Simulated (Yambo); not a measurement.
Yambo run on WSe2 (space group P6_3/mmc, No. 194). The wavefunctions come from this Quantum ESPRESSO step (PBE, PseudoDojo stringent norm-conserving files, scalar-relativistic):

```
&CONTROL
  calculation = 'nscf'
  pseudo_dir = './pseudo'
  outdir = './out'
/
&SYSTEM
  ibrav = 0
  nat = 6
  ntyp = 2
  ecutwfc = 104.0
  ecutrho = 416.0
  occupations = 'fixed'
  force_symmorphic = .true.
  nbnd = 139
/
&ELECTRONS
  conv_thr = 6.000000000000001e-09
  diago_full_acc = .true.
  diago_thr_init = 1e-08
/
ATOMIC_SPECIES
Se 78.9710 Se.upf
W 183.8400 W.upf
CELL_PARAMETERS angstrom
  3.279951576501   0.000000000000   0.000000000000
 -1.639975788250   2.840521388432   0.000000000000
  0.000000000000   0.000000000000  12.781205666000
ATOMIC_POSITIONS crystal
Se   0.333333333000   0.666666667000   0.881838395600
Se   0.666666666333   0.333333333667   0.118161604400
Se   0.666666666333   0.333333333667   0.381838395600
Se   0.333333333000   0.666666667000   0.618161604400
W   0.666666666333   0.333333333667   0.750000000000
W   0.333333333000   0.666666667000   0.250000000000
K_POINTS automatic
6 6 1 0 0 0
```

Yambo input:

```
rim_cut
gw0
dyson
el_el_corr
HF_and_locXC
ppa
em1d
RandQpts= 1000000
RandGvec= 1 Ry
EXXRLvcs= 104 Ry
VXCRLvcs= 416 Ry
Chimod= "HARTREE"
% BndsRnXp
 39 | 138 |
%
NGsBlkXp= 6 Ry
% LongDrXp
 1.0 | 1.0 | 1.0 |
%
PPAPntXp= 27.2114 eV
% GbndRnge
 1 | 138 |
%
GTermKind= "BG"
DysSolver= "n"
ExtendOut
% QPkrange
 1 | 1 | 62 | 63 |
 4 | 4 | 62 | 63 |
 5 | 5 | 62 | 63 |
 7 | 7 | 62 | 63 |
%
```

k points by index: 1 = Γ, 4 = M, 5 = (0.167, 0.167, 0), 7 = K.

Table of the .qp output:

```
#    K-point    Band    Eo [eV]    E [eV]    E-Eo [eV]    Vxc [eV]    Vnlxc [eV]    Sc|Eo [eV]    Sc|E [eV]    dSc/dw|Eo [eV]    Re(Z)    Im(Z)
#
    1    62    0.000000    0.295731    0.295731    -16.12938    -16.39149    0.633932    0.557836    -7.002763    0.795323    -0.001346
    1    63    2.628527    3.347584    0.719058    -16.01388    -11.60783    -3.506404    -3.686984    -6.832907    0.799292    -0.001160
    4    62    -1.053994    -1.038773    0.015221    -15.16717    -17.09340    1.945183    1.941455    -6.696556    0.802506    -0.001232
    4    63    2.159419    3.008822    0.849403    -17.39190    -12.14900    -4.156784    -4.393496    -7.581657    0.782087    -0.002040
    5    62    -1.098615    -0.878451    0.220164    -15.65315    -16.71603    1.340896    1.283043    -7.152462    0.791858    -0.001460
    5    63    0.894647    1.422997    0.528350    -14.61870    -10.75337    -3.206395    -3.336975    -6.724099    0.801854    -0.001309
    7    62    -0.185141    0.090816    0.275957    -15.56975    -15.79989    0.577739    0.506098    -7.065275    0.793873    -0.001348
    7    63    1.377182    2.092694    0.715511    -16.29512    -11.93619    -3.454981    -3.643424    -7.165590    0.791556    -0.001472
```
(The two width columns are left out.) Convergence of these settings isn't established.

Spin-orbit coupling is not included.

Geometry relaxed with PBE+D3(BJ).
